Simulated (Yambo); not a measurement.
A G0W0@PBEsol run in Yambo for RbBr (space group P4/mmm, No. 123) under biaxial strain of +2 % along x and y, z relaxed (4×4×4 Γ-centred k mesh, 155 bands and a 10 Ry block in the screening, 155 bands in G with the Bruneval-Gonze terminator, plasmon pole fitted at 27.2 eV) gives these matrix elements, in eV, at the band edges (M → Γ):

```tsv
state	E0	<Vxc>	<Σx>	<Σc(E0)>	Z
valence edge	0.000	-12.810	-16.566	1.598	0.815
conduction edge	3.839	-7.625	-3.625	-3.187	0.864
```

**Question.** Solve the linearised quasiparticle equation for both states, give the gap, and say how exchange and correlation each act on it.

**Answer.** E = E0 + Z(Σx + Σc − Vxc). Valence: 0.000 + 0.815 × (-16.566 + (1.598) − (-12.810)) = -1.76 eV. Conduction: 3.839 + 0.864 × (-3.625 + (-3.187) − (-7.625)) = 4.54 eV. The gap is 6.30 eV, against 3.84 eV in PBEsol. Replacing Vxc by bare exchange alone would open it by 7.76 eV; correlation takes back 4.79 eV of that, and Z scales what is left. Convergence of the G0W0 settings was not tested. Spin-orbit splittings are left out.

This is not the ordinary phase of the substance; no match was found in the copy of COD used, and its stability was not checked.
